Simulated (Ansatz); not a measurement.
## Does this entry for MnC₅IO₅ lie near equilibrium?

The cell is an entry of the Crystallography Open Database (COD), atoms as given.

```cif
data_MnC5IO5
_symmetry_space_group_name_H-M 'Cmcm'
_symmetry_Int_Tables_number 63
_cell_length_a 7.4783
_cell_length_b 10.8100
_cell_length_c 10.7310
_cell_angle_alpha 90.000
_cell_angle_beta 90.000
_cell_angle_gamma 90.000
loop_
_atom_site_label
_atom_site_type_symbol
_atom_site_symmetry_multiplicity
_atom_site_Wyckoff_symbol
_atom_site_fract_x
_atom_site_fract_y
_atom_site_fract_z
Mn Mn 4 c 0.5000 0.3574 0.7500
C3 C 4 c 0.5000 0.1868 0.7500
C5 C 16 h 0.8195 0.8669 0.6274
I I 4 c 0.5000 0.6066 0.7500
O15 O 4 c 0.5000 0.0821 0.7500
O17 O 16 h 0.7096 0.8743 0.5568
```

One atom of each set is listed; the run and its k-mesh use a cell of 24 atoms with edges of 6.57, 6.57, 10.73 Å.

Method: Kohn–Sham DFT in Ansatz, PBE, plane waves and PAW, scalar-relativistic, collinear spin, 420 eV cutoff, Γ-centred 6×6×3 k-points, Fermi–Dirac smearing 0.05 eV. Start moments as typed (μB): 4 on each Mn, none on the rest.

Q: Do the atoms and the cell lie near the calculated equilibrium?

A: No. The largest force is 3.4 eV/Å, on atom 5 (C: 1 O at 1.12 Å, 1 Mn at 1.89 Å, angle 178°), and the pressure is 3.6 GPa. Such values can come from imprecise or misplaced coordinates, missing atoms or a wrong setting of the space group; the run alone doesn't tell which, and gradients calculated on this entry can't be taken for those of the compound at ambient conditions.
